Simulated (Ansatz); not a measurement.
MgCdS2:
```cif
data_CdMgS2
_chemical_formula_sum 'Mg1 Cd1 S2'
_space_group_name_H-M_alt 'P 1'
_space_group_IT_number 1
_cell_length_a 3.78191
_cell_length_b 3.78191
_cell_length_c 5.35369
_cell_angle_alpha 90.000
_cell_angle_beta 90.000
_cell_angle_gamma 90.000
loop_
_space_group_symop_operation_xyz
  'x, y, z'
loop_
_atom_site_label
_atom_site_type_symbol
_atom_site_fract_x
_atom_site_fract_y
_atom_site_fract_z
_atom_site_occupancy
Mg1 Mg 0.50000 0.50000 0.50000 1
Cd1 Cd 0.00000 0.00000 0.00000 1
S1 S 0.00000 0.00000 0.50000 1
S2 S 0.50000 0.50000 0.00000 1
```

This is the r²SCAN-relaxed structure.

### Question
All from DFT-r²SCAN in the program Ansatz with PAW potentials, unless another level is named. Give the smallest direct gap on the standard path.

### Answer
2.03 eV.

### Question
Give the hole effective mass.

### Answer
0.20, 0.68, 0.94 mₑ (principal values).

### Question
Predict the band gap.

### Answer
0.73 eV (indirect).

### Question
Next, the HSE06 gap on the r²SCAN cell?

### Answer
1.23 eV.

### Question
Next, the conduction-band minimum?

### Answer
at M.

### Question
Next, the weight of the valence-edge state by species (Voronoi cells)?

### Answer
S 82 %, Cd 16 %.

Space group P4/mmm. The first step of the workflow began from a Materials Project structure, measured or hypothetical; the Crystallography Open Database copy checked does not list it. With Mg and Cd taken as one species the cell has the higher symmetry Fm-3m, so it may be an ordered model of a mixed-site phase. Whether it is the stable phase at ambient conditions was not checked. Symmetry was held in the r²SCAN relaxation; of distortions, only those at the zone centre were tested. Scalar-relativistic: spin–orbit coupling is off unless named, which matters more the heavier the elements.

Potentials: the later of the program's two PAW sets.
